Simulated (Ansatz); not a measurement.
# Straining YSi₂Pd₂

Theory: DFT r2SCAN, scalar-relativistic, plane waves, PAW in Ansatz. Run with 500 eV cutoff, 8×8×4 k-mesh, Gaussian smearing of 0.10 eV, no spin polarisation.

Reference structure (relaxed):

```xyz
10
Lattice="4.1368 0.0000 0.0000 0.0000 4.1368 0.0000 0.0000 0.0000 9.9183" Properties=species:S:1:pos:R:3 pbc="T T T"
Y     0.0000    0.0000    0.0000
Y     2.0684    2.0684    4.9591
Si    0.0000    0.0000    3.7970
Si    2.0684    2.0684    1.1622
Si    2.0684    2.0684    8.7561
Si    0.0000    0.0000    6.1213
Pd    0.0000    2.0684    2.4796
Pd    2.0684    0.0000    2.4796
Pd    2.0684    0.0000    7.4387
Pd    0.0000    2.0684    7.4387
```

Deformation: uniaxial strain along c, with the lengths of a and b and the atoms relaxed and the angles held, all within the symmetry that the strain leaves. Energies are extrapolated to zero smearing. On this cell's mesh the reference holds a stress of up to 0.21 GPa.

Problem. Give the structure at +1.0 %.

Solution.
```xyz
10
Lattice="4.1170 0.0000 0.0000 0.0000 4.1170 0.0000 0.0000 0.0000 10.0175" Properties=species:S:1:pos:R:3 pbc="T T T"
Y     0.0000    0.0000    0.0000
Y     2.0585    2.0585    5.0087
Si    0.0000    0.0000    3.8459
Si    2.0585    2.0585    1.1629
Si    2.0585    2.0585    8.8546
Si    0.0000    0.0000    6.1716
Pd    0.0000    2.0585    2.5044
Pd    2.0585    0.0000    2.5044
Pd    2.0585    0.0000    7.5131
Pd    0.0000    2.0585    7.5131
```
Space group I4/mmm (139), 0.1 meV/atom over the relaxed crystal.

Cost: 4 runs of about 26 core-minutes in all, on Arm Neoverse N1 (shared hosts).